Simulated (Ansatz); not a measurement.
Ag (β-Sn type, space group No. 141) at seven volumes, r²SCAN in the plane-wave PAW code Ansatz, shape and atoms relaxed at each. One row is withheld.

```csv
V (Å³/atom),P (GPa)
17.359,10.51
17.931,?
18.504,2.84
19.076,0.00
19.648,-2.32
20.221,-4.22
20.793,-5.76
```

Q: Fit the shown pressures and predict the withheld one.

A: P = (3/2)B₀(x^(7/2) − x^(5/2))[1 + (3/4)(B′ − 4)(x − 1)] with x = (V₀/V)^(2/3). Least squares on the six rows gives V₀ = 19.077 Å³/atom, B₀ = 85.4 GPa, B′ = 5.65. At V = 17.931, x = 1.0422 and P = 6.30 GPa. The run itself gave 6.30 GPa.

Space group I4_1/amd (β-Sn type). The start of the workflow was typed in or built on a structure type; neither database checked (COD, Materials Project) lists it. It is not the phase usual at ambient conditions (space group No. 225). The cell was relaxed with r²SCAN under the symmetry of its start; its stability against distortions is not shown here. The run is not spin-polarised.

Potentials: the earlier of the program's two PAW sets.
